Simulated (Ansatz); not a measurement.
A crystal relaxed with r2SCAN in the PAW code Ansatz has space group I4/mmm (No. 139) and a = 4.624 Å, c = 8.765 Å.

| atom | site | x | y | z |
| --- | --- | --- | --- | --- |
| Mg | 4d | 0.0000 | 0.5000 | 0.2500 |
| Xx | 4c | 0.0000 | 0.5000 | 0.0000 |
| Mg | 2a | 0.0000 | 0.0000 | 0.0000 |
| Xx | 4e | 0.5000 | 0.5000 | 0.2732 |
| Sr | 2b | 0.5000 | 0.5000 | 0.0000 |

r2SCAN gives an indirect gap of 3.45 eV, from M to Γ; the least direct gap is 3.48 eV at Γ. HSE06 gives an indirect gap of 4.33 eV, from M to Γ; the least direct gap is 4.35 eV at Γ. Meshes: r2SCAN 8×8×8, HSE06 4×4×4. r2SCAN's ε∞ is 3.4 along x and y, 3.2 along z.

Q: Which element is Xx?
A. O
B. Te
C. Se
D. S

A: A. Xx is O: SrMg3O4 as one 8-atom ordering (I4/mmm) on the rocksalt lattice. Around Mg lie 6 O at 2.19–2.32 Å; around O lie 4 Mg at 2.19–2.31 Å and 2 Sr at 2.31 Å; around Mg lie 6 O at 1.99–2.31 Å; around O lie 5 Mg at 1.99–2.32 Å and 1 Sr at 2.40 Å; around Sr lie 6 O at 2.31–2.40 Å.

Values at 0 K without nuclear motion; spin polarisation is off, and the phase may be a hypothetical one.

Spin-orbit coupling is left out.

The meshes of the hybrids are coarse, so their gaps aren't converged to the digits shown.

For a response run the program warns that the ground state's bands aren't all converged, so ε∞ carries an extra error.
